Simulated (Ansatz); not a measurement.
Fixed-spin-moment curve of Fe

The cell (1 atom) is Fe as an experimental structure (space group Im-3m). Source: COD entry 9013479, which need not be the ambient phase.

```xyz
1
Lattice="-1.4455 1.4455 1.4455 1.4455 -1.4455 1.4455 1.4455 1.4455 -1.4455" Properties=species:S:1:pos:R:3 pbc="T T T"
Fe    0.0000    0.0000    0.0000
```

Atoms are numbered from 1 in the order listed.

These are results of Ansatz development build ahead of 0.2.0, DFT, PBEsol+U, PAW, plane waves, scalar-relativistic, not measurements.

```
Hubbard term (Dudarev form) : U − J = 5.3 eV on Fe d, on Löwdin-orthonormalised all-electron atomic orbitals
Plane-wave cutoff           : 420 eV
k-point mesh                : 12×12×12 (Γ-centred)
Occupations                 : Fermi–Dirac smearing, 0.1 eV
```

Site moments are integrals over atomic spheres and don't add up to the total.

A static U favours moments and orbital order; the result depends on U and need not be the measured state. The U is a test value, not one fitted to this metal, and a U on a metal's d shells tends to overstate moments.

For a metal this mesh leaves errors of several meV/atom.

The total moment of the cell is held fixed (separate Fermi levels for the two spins), shared at the start among the Fe atoms with one sign; no search for lower states follows. Energies are free energies per cell above the lowest run, the runs with a free moment included. A row is the solution that its start led to, not a proven minimum at that M. The run at M = 0 starts without moments and gives the spin-unpolarised solution. The cell holds one magnetic atom, so only parallel order fits; orders in a larger cell may lie lower. The program warns that the SCF threshold is loose for stress, so pressures can be off by 0.1 GPa or more.

The run at M = 2.46 μB took 1.4 s on 2 threads of Intel(R) Xeon(R) Platinum 8375C CPU @ 2.90GHz (Ice Lake), on a shared host, peak memory 0.33 GiB.

```csv
fixed M (μB/cell),F − F(lowest) (meV/cell),moments of Fe1 (μB),absolute moment (μB),pressure (GPa)
0.00,2102,0.00,0.00,-3.6
0.62,1344,0.62,1.27,0.8
1.23,1044,1.21,1.39,-2.0
1.85,653,1.95,2.09,-9.5
2.46,142,2.61,2.78,-2.3
3.08,64,3.10,3.17,11.5
3.69,643,3.55,3.69,31.7
4.31,2095,3.94,4.31,75.4
4.92,4087,4.37,4.92,110.4
```

The lowest fixed-moment run is the one at M = 3.08 μB (64 meV). With the constraint released: “usual moment scaled by 0.1, free total moment [Fe1 0.40 μB]” ends at 2.82 μB, 0 meV; “usual moment, free total moment [Fe1 4.00 μB]” ends at 2.82 μB, 0 meV. At M = 0.62 μB the absolute moment far exceeds M, as opposite spins partly cancel within or between atoms, so the M = 0 row needn't join the others.
